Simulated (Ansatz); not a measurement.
A 3-atom cell of CdF2 started from a crystallographic database, relaxed with r2SCAN+rVV10, was run in Ansatz under altered settings. All numbers are computed, without spin polarisation but where a row says otherwise.

```
Cd F
1.0
     0.00000    2.68258    2.68258
     2.68258    0.00000    2.68258
     2.68258    2.68258    0.00000
Cd F
1 2
Cartesian
  0.0000 0.0000 0.0000
  1.3413 1.3413 1.3413
  4.0239 4.0239 4.0239
```

The base run's other keys:
```yaml
kpoints:
  mp_grid: { grid: [4, 4, 4] }
hamiltonian:
  xc: hse06
scf:
  occupations: { method: fixed }
  n_extra_bands: 4
```

It takes 12 iterations with 749 plane waves at 420 eV and 8 k points, and leaves a mean stress of +3.24 GPa. The gap over this mesh is 5.259 eV.

Outcomes, with energy and stress as changes against the base:
```
                                 setting    outcome  ΔF (meV/atom)  Δ mean stress (GPa)  gap on the mesh (eV)  iterations
  PBE hybrid, exx coeff 0.75, unscreened  converged              –                 -6.8                12.200          17
PBE hybrid, exx coeff 1.0, omega 0.5 1/Å  converged              –                 -7.6                 9.098          21
                      hamiltonian.xc: hf  converged              –                 +2.3                15.375          22
   PBE hybrid, exx coeff 0.1, unscreened  converged              –                 +2.1                 4.267          11
magnetization.initial_magnetization: 6.0    refused              –                    –                     –           –
                        basis.ecutwfc: 0    refused              –                    –                     –           –
```
A dash marks a value that wasn't obtained or can't be compared. Stress is positive in compression.

- PBE hybrid, exx coeff 0.75, unscreened. That is 75 % exact exchange, at all ranges, against HSE06's 25 % screened at 0.208 1/Å. The mean stress moves by -6.8 GPa and the gap on the mesh by +6.941 eV (to 12.200). Totals of different functionals aren't comparable.
- PBE hybrid, exx coeff 1.0, omega 0.5 1/Å. That is 100 % exact exchange, screened with ω = 0.5 1/Å, against HSE06's 25 % screened at 0.208 1/Å. The mean stress moves by -7.6 GPa and the gap on the mesh by +3.838 eV (to 9.098). Totals of different functionals aren't comparable.
- hamiltonian.xc: hf. The mean stress moves by +2.3 GPa and the gap on the mesh by +10.116 eV (to 15.375). It's another functional on the same cell, so totals aren't comparable.
- PBE hybrid, exx coeff 0.1, unscreened. That is 10 % exact exchange, at all ranges, against HSE06's 25 % screened at 0.208 1/Å. The mean stress moves by +2.1 GPa and the gap on the mesh by -0.992 eV (to 4.267). Totals of different functionals aren't comparable.
- magnetization.initial_magnetization: 6.0. It is rejected at once. Error: inconsistent input (scf.occupations.method, magnetization): a σ = 0 step fill (method: fixed, or a smearing width below the step floor) with no hard lock on the total moment puts the same N_el/2 bands in each spin channel, which gives a total moment of zero, but the starting moments sum to +6.0000 μB […]
- basis.ecutwfc: 0. The input is refused before any iteration. Error: invalid value for `basis.ecutwfc`: must be finite and > 0; got 0 eV

The runs are scalar-relativistic, without spin-orbit coupling.

The stress of a hybrid is loosely converged in these runs.

The meshes of the hybrids are coarse, so their gaps aren't converged to the digits shown.
